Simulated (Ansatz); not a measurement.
Q: Name crystals whose computed values (the program Ansatz at the r²SCAN level (PAW)) fall in these windows: Θ_D (K) 230 to 320; G_Hill (GPa) 34 to 44; highest Γ mode, no LO–TO term (cm⁻¹) 130 to 170.

A: 

| crystal | Θ_D (K) | G_Hill (GPa) | highest Γ mode, no LO–TO term (cm⁻¹) |
|---|---|---|---|
| Zr, hcp (Mg type) | 279 | 37.0 | 149 |
Others may fit too.

The cell was relaxed under the symmetry of its start. Rows with no word on spin ran without spin polarisation. Spin–orbit coupling is left out wherever it is not named.

Potentials: the earlier of the program's two PAW sets.
